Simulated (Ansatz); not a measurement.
A geometry of Co away from equilibrium: step 30 of the relaxation of a generated cell, Co built in the AFLOW prototype A_oC8_64_f (A11, as in Ga). Computed with PBE (plane waves to 420 eV, PAW, scalar-relativistic; Ansatz, a program for electronic structure). Γ-centred k-mesh 10×10×9 on the run's cell (coarser than for final values), Fermi–Dirac smearing 0.05 eV.

```xyz
4
Lattice="1.3530 -4.2410 0.0000 1.3530 4.2410 0.0000 0.0000 0.0000 3.9615" Properties=species:S:1:pos:R:3:forces:R:3 pbc="T T T" free_energy=-20503.239 pressure_GPa=5.2
Co     1.3530     1.1435     1.9807    0.0000   -0.0225    0.0000
Co     1.3530    -1.1435     1.9807    0.0000    0.0225    0.0000
Co     1.3530    -3.0976     3.9615    0.0000   -0.0225    0.0000
Co     1.3530     3.0976     0.0000    0.0000    0.0225    0.0000
```

Positions in Å, forces in eV/Å, free energy of the cell in eV (comparable only within this code, potentials and settings). Largest force: 0.02 eV/Å, on Co1, Co2, Co3, Co4 (atoms numbered as listed); the geometry lies 0.03 eV/atom above the end of its relaxation.

Spin-polarised start, with parallel moments on Co.

Spin state reached: ferromagnetic (net 1.73 μB/atom), from parallel starting moments; other spin orders were not run from this start.

The run could not lose the symmetry of its start: the end is stationary, and may be a saddle point rather than a minimum.

The end of the path is a generated cell of Co: the first start was made by placing the elements on the sites of a structure type, and the end was not matched to a known phase here, so it may be hypothetical. Known forms of Co include space group No. 194.
